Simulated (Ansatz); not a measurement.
CF2 on a (100) slab of Si (Fd-3m (No. 227)), 6 planes, outer planes Si (top) and Si (bottom), its top face paired into buckled dimers, its bottom face closed with Cl, 1 a cell of 58.8 Å², relaxed and still whole (its atoms last):

```
CELL_PARAMETERS angstrom
7.66719 0.00000 0.00000
0.00000 7.66719 0.00000
0.00000 0.00000 27.74830
ATOMIC_POSITIONS crystal
Si 0.40651 0.25000 0.35775
Si 0.40651 0.75000 0.35775
Si 0.09349 0.25000 0.35775
Si 0.09349 0.75000 0.35775
Si 0.50000 0.50000 0.40660
Si 0.50000 0.00000 0.40660
Si 0.00000 0.50000 0.40660
Si 0.00000 0.00000 0.40660
Si 0.75017 0.49769 0.45124
Si 0.74912 0.97656 0.45180
Si 0.25112 0.50986 0.45892
Si 0.24975 0.99654 0.45827
Si 0.76421 0.73351 0.50693
Si 0.73360 0.23756 0.49248
Si 0.24919 0.75603 0.51288
Si 0.25292 0.25253 0.50367
Si 0.99792 0.76046 0.56621
Si 0.98072 0.25165 0.53837
Si 0.51251 0.78447 0.55754
Si 0.50727 0.24589 0.54993
Si 0.89117 0.05199 0.59674
Si 0.91097 0.46709 0.59482
Si 0.57937 0.02578 0.60693
Si 0.60864 0.51053 0.57985
Cl 0.50413 0.24907 0.28868
Cl 0.49889 0.74911 0.28767
Cl 0.00022 0.24930 0.28818
Cl 0.99537 0.74936 0.28833
C 0.95442 0.25885 0.64275
F 0.12943 0.25817 0.65455
F 0.86533 0.26478 0.68523
```

Theory: DFT PBE+D3(BJ), scalar-relativistic, plane waves, PAW in Ansatz. Plane waves to 420 eV, a k mesh through Γ of 2×2×1 on the computed 31-atom cell and Gaussian smearing (0.05 eV); no spin polarisation. The cell repeats along c with a dipole correction in the vacuum.

It binds with 1.97 eV a molecule against the clean slab and the free molecule (no zero-point or thermal terms); its shortest contact is C–Si 2.09 Å. Take first-order desorption with no barrier to adsorption, no reaction on the face and an assumed prefactor of 10^13 s⁻¹.

Task: How long does a molecule stay at 400 K?

Result: τ = ν⁻¹·exp(E/k_BT) with k_BT = 0.0345 eV: E/k_BT = 57.2, so τ ≈ 7×10^11 s. It doesn't desorb at this temperature.

Task: Where does its peak lie in a desorption experiment heated at 2 K/s?

Result: The peak obeys E/(k_B·T_p²) = (ν/β)·exp(−E/k_BT_p). Solving gives T_p ≈ 707 K (E/k_BT_p = 32.3). An error of 0.1 eV in E moves it by about 36 K, and larger molecules have larger prefactors, which lowers it.

The molecule may also break up before it leaves, which wasn't tried.

An atom lies near a switch of its D3 coefficient C6 between reference coordination numbers, so the dispersion energy changes steeply there and can make or shift the minimum.